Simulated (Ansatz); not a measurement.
Here is the system:

SrVHO$_{2}$:
```cif
data_HO2SrV
_chemical_formula_sum 'Sr1 V1 O2 H1'
_space_group_name_H-M_alt 'P 1'
_space_group_IT_number 1
_cell_length_a 3.94455
_cell_length_b 3.94455
_cell_length_c 3.64868
_cell_angle_alpha 90.000
_cell_angle_beta 90.000
_cell_angle_gamma 90.000
loop_
_space_group_symop_operation_xyz
  'x, y, z'
loop_
_atom_site_label
_atom_site_type_symbol
_atom_site_fract_x
_atom_site_fract_y
_atom_site_fract_z
_atom_site_occupancy
Sr1 Sr 0.50000 0.50000 0.50000 1
V1 V 0.00000 0.00000 0.00000 1
O1 O 0.50000 0.00000 0.00000 1
O2 O 0.00000 0.50000 0.00000 1
H1 H 0.00000 0.00000 0.50000 1
```
The run is spin-polarised, in the one order tried: ferromagnetic.

This is the r²SCAN-relaxed structure.

Question: All from r²SCAN in the plane-wave PAW code Ansatz, unless another level is named. Estimate the net moment.

Answer: 0.40 μB per atom.

Question: Next, the Bader charges?

Answer: Sr +1.59, V +1.76, O -1.37, H -0.60 e.

Space group P4/mmm. The start of the workflow was typed in or built on a structure type; neither database checked (COD, Materials Project) lists it. Whether it is the stable phase at ambient conditions was not checked. The r²SCAN relaxation kept the symmetry of its start; its stability against distortions is not shown here. The final state is ferromagnetic, the only order run, not a proven ground state. The cell computed holds one magnetic atom, so no antiferromagnetic order was within reach. Other orbital occupations within this spin state were not tried. No Hubbard U is applied.

Potentials: the later of the program's two PAW sets.
